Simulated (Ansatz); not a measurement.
Ga2O3 (beta-Ga2O3 type, space group C2/m)

```
Ga2O3
1.0
    6.12784    -1.51953     0.00000
    6.12784     1.51953     0.00000
   -1.38609     0.00000     5.64055
Ga O
4 6
Direct
  0.09052   0.09052   0.79479
  0.90948   0.90948   0.20521
  0.65873   0.65873   0.31448
  0.34127   0.34127   0.68552
  0.16422   0.16422   0.10916
  0.83578   0.83578   0.89084
  0.17334   0.17334   0.56352
  0.82666   0.82666   0.43648
  0.49628   0.49628   0.25624
  0.50372   0.50372   0.74376
```

The slice is a (001) plane (indices of the conventional cell) through the point (0.164, 0.164, 0.109) (fractional), spanned by u = [1 -1 0] and v = [110] in vectors of this cell: u (3.04 Å) and v (12.26 Å, at 90° to u). It covers one period; positions are fractions (u, v).

Level of theory: r2SCAN (plane waves to 500 eV, PAW, scalar-relativistic; Ansatz, a program for electronic structure). k mesh 11×11×6. Inside the PAW spheres the values are not all-electron values, and peaks at nuclei hang on which shells count as valence. Ga2O3 was relaxed with its symmetry unable to fall.

Question: Predict the map of the density of the highest valence band (whole band, smooth part) on the slice.

Answer: 
```
|9944000000000044|
|0000000000000000|
|0000002244220000|
|0000003355330000|
|0000000000000000|
|0000000000000000|
|0000000000000000|
|0000000000000000|
|0000004499440000|
|0000000000000000|
|0000004499440000|
|0000000000000000|
|4422000000000022|
|5533000000000033|
|0000000000000000|
|0000000000000000|
|0000000000000000|
|0000000000000000|
|9944000000000044|
|0000000000000000|
```
Scale: ten equal steps from 0.000 (start of '0') to 0.201 (end of '9'), in the order '0123456789'. Values: density of the highest valence band (whole band, smooth part) in e/Å³. The map has 8 points along u (two characters each, u = 0 at the left) and 20 along v (v = 0 in the bottom row).
